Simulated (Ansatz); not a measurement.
Data:

WS2:
```xyz
6
Lattice="-2.3863 2.3863 4.6765 2.3863 -2.3863 4.6765 2.3863 2.3863 -4.6765" Properties=species:S:1:pos:R:3 pbc="T T T"
W      0.0000     0.0000     4.6765
W      2.3863     0.0000     2.3383
S      0.0000     0.0000     2.2272
S      0.0000     2.3863     4.5654
S      0.0000     2.3863     0.1111
S      0.0000     0.0000     7.1259
```

This is the PBE-relaxed structure.

### Question
All from DFT-PBE in the program Ansatz with PAW potentials, unless another level is named. Estimate the electronic character.

### Answer
metallic (no gap).

### Question
Predict the formation energy from the elements (no fitted shifts).

### Answer
-0.22 eV/atom.

### Question
Predict the density of states at the Fermi level.

### Answer
0.51 states/eV per atom (mean over ±0.08 eV).

Space group I4_1/amd (anatase). A made-up cell: these elements were put on the sites of a structure type; neither database checked (COD, Materials Project) lists it. It is not the phase usual at ambient conditions (space group No. 194). The cell was relaxed with PBE under the symmetry of its start; whether a distortion lowers the energy is not shown. No spin polarisation was allowed. The references are the lowest solids computed at this level, not always the standard phases. Spin–orbit coupling is left out wherever it is not named.

Potentials: the later of the program's two PAW sets.
